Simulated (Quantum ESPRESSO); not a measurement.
## Si2PCN3 (finding a planted mistake in a log)

Computed values, not a measurement. The program is pw.x of Quantum ESPRESSO 7.5 (plane-wave density functional theory). The cell is made up: 7 atoms on a zincblende/diamond lattice with one site empty, with randomly drawn elements, strain and displacements, not relaxed. PseudoDojo standard norm-conserving files (v0.5 for PBE, v0.4.1 for LDA and PBEsol) set the functional; there is no spin polarisation, spin-orbit coupling or dispersion term, and the masses in the input are unused placeholders.

Intended input:

```
&control calculation='scf', pseudo_dir='./dojo.nc.sr.pbe.v0_5.standard.upf', outdir='./o', disk_io='medium', tprnfor=.true., tstress=.true. /
&system ibrav=0, nat=7, ntyp=4, nbnd=22, ecutwfc=84.00895049, nosym=.true., tot_charge=0,
 occupations='smearing', smearing='fd', degauss=0.0018374661
/
&electrons conv_thr=7.350e-09, electron_maxstep=60, /
ATOMIC_SPECIES
C 1.0 C.upf
N 1.0 N.upf
P 1.0 P.upf
Si 1.0 Si.upf
CELL_PARAMETERS angstrom
4.0778 0.0298 0.0188
0.0298 4.0698 -0.0395
0.0188 -0.0395 4.2128
ATOMIC_POSITIONS angstrom
Si 0.0475 -0.0435 0.0333
Si 0.0249 1.913 1.9614
P 2.029 1.9579 -0.0984
C 1.1288 1.1259 1.056
N 1.0637 2.9698 3.1739
N 3.0522 1.0607 3.2131
N 3.0901 3.0152 0.9051
K_POINTS automatic
4 4 4 1 1 1
```

The log is shortened where brackets say so; the opening notice, blank lines, dates and the lines on written files are dropped, and the path of the files is cut. It prints rydbergs, bohrs and kilobars, and counts compression as positive stress. Where no state is partly filled, the Fermi energy that it prints is only some level between the filled and the empty states on the mesh, and need not lie in the true gap.

Log of the intended run:

```
     Program PWSCF v.7.5
     Parallel version (MPI & OpenMP), running on       1 processor cores
     Number of MPI processes:                 1
     Threads/MPI process:                     1
     [start-up lines left out]
     bravais-lattice index     =            0
     lattice parameter (alat)  =       7.7062  a.u.
     unit-cell volume          =     471.7310 (a.u.)^3
     number of atoms/cell      =            7
     number of atomic types    =            4
     number of electrons       =        32.00
     number of Kohn-Sham states=           22
     kinetic-energy cutoff     =      84.0090  Ry
     charge density cutoff     =     336.0358  Ry
     scf convergence threshold =      7.3E-09
     mixing beta               =       0.7000
     number of iterations used =            8  plain     mixing
     Exchange-correlation= PBE
                           (   1   4   3   4   0   0   0)
     [axes and pseudopotential details left out]
   Cartesian axes
     site n.     atom                  positions (alat units)
         1        Si     tau(   1) = (   0.0116480  -0.0106671   0.0081659  )
         2        Si     tau(   2) = (   0.0061060   0.4691080   0.4809767  )
         3        P      tau(   3) = (   0.4975536   0.4801184  -0.0241298  )
         4        C      tau(   4) = (   0.2768056   0.2760945   0.2589535  )
         5        N      tau(   5) = (   0.2608417   0.7282577   0.7783073  )
         6        N      tau(   6) = (   0.7484639   0.2601060   0.7879200  )
         7        N      tau(   7) = (   0.7577578   0.7393907   0.2219496  )
     number of k points=    32  Fermi-Dirac smearing, width (Ry)=  0.0018
                       cart. coord. in units 2pi/alat
        k(    1) = (   0.1235266   0.1255263   0.1216246), wk =   0.0625000
        k(    2) = (   0.1223936   0.1278836   0.3636495), wk =   0.0625000
     [further k points left out]
     Dense  grid:    49095 G-vectors     FFT dimensions: (  45,  45,  48)
     Estimated max dynamical RAM per process >      55.93 MB
     Initial potential from superposition of free atoms
     starting charge      31.9986, renormalised to      32.0000
     Starting wfcs are   28 randomized atomic wfcs
     total cpu time spent up to now is        5.2 secs
     per-process dynamical memory:    43.3 Mb
     Self-consistent Calculation
     iteration #  1     ecut=    84.01 Ry     beta= 0.70
     Davidson diagonalization with overlap
     ethr =  1.00E-02,  avg # of iterations =  3.4
     total cpu time spent up to now is       14.7 secs
     total energy              =    -104.38553587 Ry
     estimated scf accuracy    <       1.86767024 Ry
     iteration #  2     ecut=    84.01 Ry     beta= 0.70
     Davidson diagonalization with overlap
     ethr =  5.84E-03,  avg # of iterations =  2.0
     total cpu time spent up to now is       22.4 secs
     total energy              =    -104.94185191 Ry
     estimated scf accuracy    <       1.01129899 Ry
     [iterations 3 to 10 left out]
     iteration # 11     ecut=    84.01 Ry     beta= 0.70
     Davidson diagonalization with overlap
     ethr =  1.05E-10,  avg # of iterations =  3.7
     total cpu time spent up to now is       89.6 secs
     total energy              =    -105.12281562 Ry
     estimated scf accuracy    <       0.00000003 Ry
     iteration # 12     ecut=    84.01 Ry     beta= 0.70
     Davidson diagonalization with overlap
     ethr =  9.54E-11,  avg # of iterations =  2.0
     total cpu time spent up to now is       94.4 secs
     End of self-consistent calculation
     [lines on levels left out]
     the Fermi energy is    10.6043 ev
!    total energy              =    -105.12281562 Ry
     estimated scf accuracy    <          3.3E-09 Ry
     smearing contrib. (-TS)   =      -0.00000000 Ry
     internal energy E=F+TS    =    -105.12281562 Ry
     The total energy is F=E-TS. E is the sum of the following terms:
     one-electron contribution =       2.50925946 Ry
     hartree contribution      =      19.49400473 Ry
     xc contribution           =     -33.69473684 Ry
     ewald contribution        =     -93.43134297 Ry
     convergence has been achieved in  12 iterations
     Forces acting on atoms (cartesian axes, Ry/au):
     atom    1 type  4   force =    -0.00424561    0.03530555   -0.01030131
     atom    2 type  4   force =    -0.11365707    0.14696818    0.14809356
     atom    3 type  3   force =    -0.00378490    0.11550172    0.07215590
     atom    4 type  1   force =     0.06036418   -0.16233352   -0.14003181
     atom    5 type  2   force =    -0.00872310   -0.04818818   -0.02414570
     atom    6 type  2   force =     0.08603554   -0.04429487   -0.04978338
     atom    7 type  2   force =    -0.01598904   -0.04295888    0.00401274
     Total force =     0.378057     Total SCF correction =     0.000058
     Computing stress (Cartesian axis) and pressure
          total   stress  (Ry/bohr**3)                   (kbar)     P=       54.31
   0.00014952  -0.00065668  -0.00108208           22.00      -96.60     -159.18
  -0.00065668   0.00064088   0.00061744          -96.60       94.28       90.83
  -0.00108208   0.00061744   0.00031714         -159.18       90.83       46.65
     init_run     :      4.93s CPU      5.04s WALL (       1 calls)
     electrons    :     84.70s CPU     89.23s WALL (       1 calls)
     forces       :      0.98s CPU      1.01s WALL (       1 calls)
     stress       :      3.96s CPU      4.00s WALL (       1 calls)
     [timing details left out]
     PWSCF        :   1m34.76s CPU   1m39.52s WALL
     JOB DONE.
```

A second run was made from an input with one planted mistake. Its log:

```
     Program PWSCF v.7.5
     Parallel version (MPI & OpenMP), running on       1 processor cores
     Number of MPI processes:                 1
     Threads/MPI process:                     1
     [start-up lines left out]
     bravais-lattice index     =            0
     lattice parameter (alat)  =       7.7062  a.u.
     unit-cell volume          =     471.7310 (a.u.)^3
     number of atoms/cell      =            7
     number of atomic types    =            4
     number of electrons       =        32.00
     number of Kohn-Sham states=           22
     kinetic-energy cutoff     =      50.1261  Ry
     charge density cutoff     =     200.5043  Ry
     scf convergence threshold =      7.3E-09
     mixing beta               =       0.7000
     number of iterations used =            8  plain     mixing
     Exchange-correlation= PBE
                           (   1   4   3   4   0   0   0)
     [axes and pseudopotential details left out]
   Cartesian axes
     site n.     atom                  positions (alat units)
         1        Si     tau(   1) = (   0.0116480  -0.0106671   0.0081659  )
         2        Si     tau(   2) = (   0.0061060   0.4691080   0.4809767  )
         3        P      tau(   3) = (   0.4975536   0.4801184  -0.0241298  )
         4        C      tau(   4) = (   0.2768056   0.2760945   0.2589535  )
         5        N      tau(   5) = (   0.2608417   0.7282577   0.7783073  )
         6        N      tau(   6) = (   0.7484639   0.2601060   0.7879200  )
         7        N      tau(   7) = (   0.7577578   0.7393907   0.2219496  )
     number of k points=    32  Fermi-Dirac smearing, width (Ry)=  0.0018
                       cart. coord. in units 2pi/alat
        k(    1) = (   0.1235266   0.1255263   0.1216246), wk =   0.0625000
        k(    2) = (   0.1223936   0.1278836   0.3636495), wk =   0.0625000
     [further k points left out]
     Dense  grid:    22607 G-vectors     FFT dimensions: (  36,  36,  36)
     Estimated max dynamical RAM per process >      27.79 MB
     Check: negative core charge=   -0.000003
     Initial potential from superposition of free atoms
     starting charge      31.9986, renormalised to      32.0000
     Starting wfcs are   28 randomized atomic wfcs
     total cpu time spent up to now is        2.7 secs
     per-process dynamical memory:    24.7 Mb
     Self-consistent Calculation
     iteration #  1     ecut=    50.13 Ry     beta= 0.70
     Davidson diagonalization with overlap
     ethr =  1.00E-02,  avg # of iterations =  3.4
     total cpu time spent up to now is        5.4 secs
     total energy              =    -104.34616014 Ry
     estimated scf accuracy    <       1.77747313 Ry
     iteration #  2     ecut=    50.13 Ry     beta= 0.70
     Davidson diagonalization with overlap
     ethr =  5.55E-03,  avg # of iterations =  2.0
     total cpu time spent up to now is        7.7 secs
     total energy              =    -104.86829046 Ry
     estimated scf accuracy    <       0.93370335 Ry
     [iterations 3 to 10 left out]
     iteration # 11     ecut=    50.13 Ry     beta= 0.70
     Davidson diagonalization with overlap
     ethr =  7.73E-11,  avg # of iterations =  3.6
     total cpu time spent up to now is       39.6 secs
     total energy              =    -105.03747783 Ry
     estimated scf accuracy    <       0.00000003 Ry
     iteration # 12     ecut=    50.13 Ry     beta= 0.70
     Davidson diagonalization with overlap
     ethr =  7.73E-11,  avg # of iterations =  2.0
     total cpu time spent up to now is       41.7 secs
     End of self-consistent calculation
     [lines on levels left out]
     the Fermi energy is    10.6198 ev
!    total energy              =    -105.03747783 Ry
     estimated scf accuracy    <          2.2E-09 Ry
     smearing contrib. (-TS)   =      -0.00000000 Ry
     internal energy E=F+TS    =    -105.03747783 Ry
     The total energy is F=E-TS. E is the sum of the following terms:
     one-electron contribution =       2.64029646 Ry
     hartree contribution      =      19.41349863 Ry
     xc contribution           =     -33.65992995 Ry
     ewald contribution        =     -93.43134298 Ry
     convergence has been achieved in  12 iterations
     Forces acting on atoms (cartesian axes, Ry/au):
     atom    1 type  4   force =    -0.00429413    0.03550759   -0.01034245
     atom    2 type  4   force =    -0.11440534    0.14753992    0.14861154
     atom    3 type  3   force =    -0.00370495    0.11608587    0.07217079
     atom    4 type  1   force =     0.06192472   -0.16254166   -0.13933990
     atom    5 type  2   force =    -0.00800492   -0.04906270   -0.02456731
     atom    6 type  2   force =     0.08514612   -0.04398118   -0.04994617
     atom    7 type  2   force =    -0.01666151   -0.04354784    0.00341350
     Total force =     0.378993     Total SCF correction =     0.000047
     Computing stress (Cartesian axis) and pressure
          total   stress  (Ry/bohr**3)                   (kbar)     P=      -72.53
  -0.00071321  -0.00066279  -0.00107624         -104.92      -97.50     -158.32
  -0.00066279  -0.00022487   0.00061353          -97.50      -33.08       90.25
  -0.00107624   0.00061353  -0.00054113         -158.32       90.25      -79.60
     init_run     :      2.55s CPU      2.61s WALL (       1 calls)
     electrons    :     35.28s CPU     38.99s WALL (       1 calls)
     forces       :      0.36s CPU      0.37s WALL (       1 calls)
     stress       :      1.36s CPU      1.38s WALL (       1 calls)
     [timing details left out]
     PWSCF        :     39.65s CPU     43.49s WALL
     JOB DONE.
```

Question: what was wrong in the second input?

Answer: the plane-wave cutoff is too low. The input lines that differ, file-writing options aside:

```
- &system ibrav=0, nat=7, ntyp=4, nbnd=22, ecutwfc=84.00895049, nosym=.true., tot_charge=0,
+ &system ibrav=0, nat=7, ntyp=4, nbnd=22, ecutwfc=50.12607545, nosym=.true., tot_charge=0,
```

```
                                            intended run  run with the mistake
                          free energy (eV)     -1430.269             -1429.108
                    smearing term -TS (eV)        0.0000                0.0000
                            pressure (GPa)          5.43                 -7.25
            largest force component (eV/Å)         4.174                 4.179
largest change of a force component (eV/Å)                               0.040
                                iterations            12                    12
```

For scale, a rerun of the intended cell at 1437 eV and a 6 x 6 x 6 mesh moved values by no more than 0.002 eV in energy, 0.02 GPa in stress and 0.005 eV/Å in force.